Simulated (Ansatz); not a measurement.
AgI:
```xyz
4
Lattice="4.4857 0.0000 0.0000 -2.2428 3.8847 0.0000 0.0000 0.0000 7.3389" Properties=species:S:1:pos:R:3 pbc="T T T"
Ag     0.0000     2.5898     0.0192
Ag     2.2428     1.2949     3.6886
I      0.0000     2.5898     2.7689
I      2.2428     1.2949     6.4383
```

Relaxed with LDA.

**Question.** Give the optical modes at the zone centre with their infrared and Raman activity from DFPT, the program Ansatz at the LDA level (PAW).

**Answer.** Transverse frequencies, without the LO–TO term; a row sums one degenerate level.

| ω (cm⁻¹) | degeneracy | IR ((D/Å)²/amu) | Raman (Å⁴/amu) | activity | symmetry |
|---|---|---|---|---|---|
| 21 | 2 | 0.00 | 0.28 | Raman | E2 |
| 84 | 1 | 0.00 | 0 | silent | B1 |
| 118 | 1 | 1.09 | 67 | IR+Raman | A1 |
| 119 | 2 | 2.00 | 38 | IR+Raman | E1 |
| 125 | 2 | 0.00 | 75 | Raman | E2 |
| 134 | 1 | 0.00 | 0 | silent | B1 |

**Question.** How high does the top mode go among those that the LO–TO term moves?

**Answer.** 131 cm⁻¹ for q along x, 131 cm⁻¹ for q along y, 131 cm⁻¹ for q along z.

Space group P6_3mc (wurtzite). The LDA relaxation kept the symmetry of its start; of distortions, only those at the zone centre were tested. The run is not spin-polarised. Scalar-relativistic: spin–orbit coupling is off unless named, which matters more the heavier the elements.

Potentials: the later of the program's two PAW sets.
